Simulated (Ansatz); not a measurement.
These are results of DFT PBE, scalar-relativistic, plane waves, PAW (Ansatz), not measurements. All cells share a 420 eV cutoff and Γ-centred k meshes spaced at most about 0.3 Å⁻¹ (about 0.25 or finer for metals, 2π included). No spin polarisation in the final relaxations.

These are static total energies at zero pressure.

Compare these two cells of LuHf4O, each relaxed at this level.

A. Space group P4/mmm (No. 123), tetragonal, a = 3.012 Å, c = 13.453 Å. Around Lu lie 4 Lu at 3.01 Å and 8 Hf at 3.24 Å; Hf on its first site is surrounded by 5 Hf at 2.86–3.01 Å and 4 Lu at 3.24 Å; Hf on its second site is surrounded by 4 O at 2.56 Å and 6 Hf at 2.84–3.01 Å; around O lie 8 Hf at 2.56 Å and 4 O at 3.01 Å.

B. Space group P-6m2 (No. 187), hexagonal, a = 7.051 Å, c = 3.165 Å. Lu has 2 Lu at 3.16 Å, 15 Hf at 3.88–4.07 Å and 3 O at 4.07 Å; Hf on a site of symmetry -6m2 has 6 Hf at 2.83 Å and 2 Hf at 3.16 Å; Hf on a site of symmetry mm2 has 2 O at 2.34 Å, 4 Hf at 2.83–2.99 Å, 2 Hf at 3.16 Å and 4 Lu at 3.88 Å; O is surrounded by 6 Hf at 2.34 Å.

Question: Which form is favoured at zero pressure, and by what margin per atom?

Answer: B is lower, by 38 meV/atom. A has space group P4/mmm (No. 123), 20.3 Å³/atom and no gap on its mesh; B has space group P-6m2 (No. 187), 22.7 Å³/atom and no gap. Counting Hf or Lu atoms around O (for each partner element, those within 1.25 times its shortest distance or 1.15 times the sum of covalent radii, where it is the nearest in units of that sum or under 1.3), A has O 8 and B has O 6. The lower one is the more open, so pressure narrows the difference. Both come from invented guesses.

These runs have no spin–orbit coupling, which can matter for Hf. A magnetic state wasn't ruled out in cells without spin, among them P4/mmm, P-6m2. Cells relaxed within their symmetry can be saddle points.
